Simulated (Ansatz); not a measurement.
Lattice vibrations of KTaSe₃ at Γ

Computed with DFT PBE, scalar-relativistic, plane waves, PAW (Ansatz 0.2.0). Cutoff 420 eV, 8×8×8 k-points (Γ-centred), Fermi-Dirac smearing of 0.15 eV. No spin polarisation. Phonons by linear response, acoustic sum rule imposed.

The cell, relaxed at this level:
```
K Ta Se
1.0
     5.11495    0.00000    0.00000
     0.00000    5.11495    0.00000
     0.00000    0.00000    5.11495
K Ta Se
1 1 3
Direct
  0.00000 0.00000 0.00000
  0.50000 0.50000 0.50000
  0.00000 0.50000 0.50000
  0.50000 0.00000 0.50000
  0.50000 0.50000 0.00000
```

The structure comes from a generated guess, relaxed at this level; another structure or a mixture of phases may lie lower. In a metal, frequencies depend on the k mesh and the smearing, soft modes most. Spin–orbit coupling is left out, which matters for heavy elements. A semilocal functional can close a gap that the real compound has.

Q: Is this structure stable against zone-centre distortions?

A: Yes, at Γ: no optical mode is imaginary. Strains and other wave vectors aren't tested by this run.

Q: List the optical modes at Γ (i marks imaginary ones).

A:
```csv
frequency (THz),degeneracy
1.02,3
2.05,3
2.42,3
5.94,3
```
